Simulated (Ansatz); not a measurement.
NbN (rock salt, space group No. 225), the program Ansatz at the LDA level (PAW), all energies at zero smearing, with the estimated change up to a 700 eV cutoff added, with one set of potentials and settings (totals compare only within such a set). Cell of 2 atoms (1 N, 1 Nb): -4818.917 eV.

| element | reference phase | E (eV/atom) |
|---|---|---|
| N | P4_2/mnm, 4 atoms in the cell | -373.6497 |
| Nb | Im-3m, 1 atoms in the cell | -4442.5966 |

Formation energy per atom, worked out: (-4818.917 − 1×(-373.6497) − 1×(-4442.5966))/2 = -1.335 eV/atom (-129 kJ per mol of atoms), at 0 K, without zero-point energy or fitted corrections.

Space group Fm-3m (rock salt). The LDA relaxation kept the symmetry of its start; of distortions, only those at the zone centre were tested. The run is not spin-polarised. The references are the lowest solids computed at this level, not always the standard phases (solids in place of the gases).

Potentials: the later of the program's two PAW sets.
